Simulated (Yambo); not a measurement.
Yambo run on SrMgH4 (space group Cmc2_1, No. 36). The wavefunctions are LDA (pw.x of Quantum ESPRESSO, ONCV potentials, no spin-orbit coupling) ones on a 4×4×2 mesh (24 occupied bands); a = b = 7.022 Å, c = 5.576 Å, α = β = 90.00°, γ = 147.26°.

Yambo input:

```
rim_cut
gw0
dyson
el_el_corr
HF_and_locXC
cohsex
em1s
RandQpts= 1000000
RandGvec= 1 Ry
EXXRLvcs= 84 Ry
VXCRLvcs= 336 Ry
Chimod= "HARTREE"
% BndsRnXs
 9 | 158 |
%
NGsBlkXs= 6 Ry
% LongDrXs
 1.0 | 1.0 | 1.0 |
%
ExtendOut
% QPkrange
 3 | 3 | 25 | 25 |
 9 | 9 | 24 | 25 |
 13 | 13 | 24 | 24 |
%
```

k points by index: 3 = (0, 0.25, 0), 9 = (0.25, -0.5, 0), 13 = (-0.5, -0.5, 0).

Table of the .qp output:

```
#    K-point    Band    Eo [eV]    E [eV]    E-Eo [eV]    Vxc [eV]    Vnlxc [eV]    Sc|Eo [eV]    Re(Z)    Im(Z)
#
    3    25    2.491470    2.280640    -0.210830    -8.672220    -4.193203    -4.689847    1.000000    0.000000
    9    24    -0.630636    -3.485067    -2.854431    -11.13157    -14.18058    0.194573    1.000000    0.000000
    9    25    2.529494    2.318534    -0.210960    -8.795679    -4.285937    -4.720703    1.000000    0.000000
    13    24    0.000000    -2.840564    -2.840564    -11.30708    -14.25088    0.103234    1.000000    0.000000
```
(The two width columns are left out.) Convergence of these settings isn't established.

Geometry of the Materials Project entry, not relaxed at this level.

The structure is a Materials Project entry; no match was found in the copy of COD used, and its stability was not checked.
